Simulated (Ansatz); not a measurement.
Here is the system:

ZrCu:
```cif
data_CuZr
_chemical_formula_sum 'Zr1 Cu1'
_space_group_name_H-M_alt 'Pm-3m'
_space_group_IT_number 221
_space_group_name_Hall '-P 4 2 3'
_cell_length_a 3.19203
_cell_length_b 3.19203
_cell_length_c 3.19203
_cell_angle_alpha 90.000
_cell_angle_beta 90.000
_cell_angle_gamma 90.000
loop_
_atom_site_label
_atom_site_type_symbol
_atom_site_symmetry_multiplicity
_atom_site_Wyckoff_symbol
_atom_site_fract_x
_atom_site_fract_y
_atom_site_fract_z
_atom_site_occupancy
Zr1 Zr 1 b 0.50000 0.50000 0.50000 1
Cu1 Cu 1 a 0.00000 0.00000 0.00000 1
```

This is the LDA-relaxed structure.

All from LDA (plane waves, PAW; program Ansatz), unless another level is named. Predict the highest zone-centre frequency.

20.3 meV.

Give the Poisson's ratio.

0.40.

The workflow started from a Materials Project entry (that database holds measured and hypothetical structures alike); the Crystallography Open Database copy checked does not list it. With Zr and Cu taken as one species the cell has the higher symmetry Im-3m, so it may be an ordered model of a mixed-site phase. Whether it is the stable phase at ambient conditions was not checked. The LDA relaxation kept the symmetry of its start; of distortions, only those at the zone centre were tested. The run is not spin-polarised.

Potentials: the later of the program's two PAW sets.
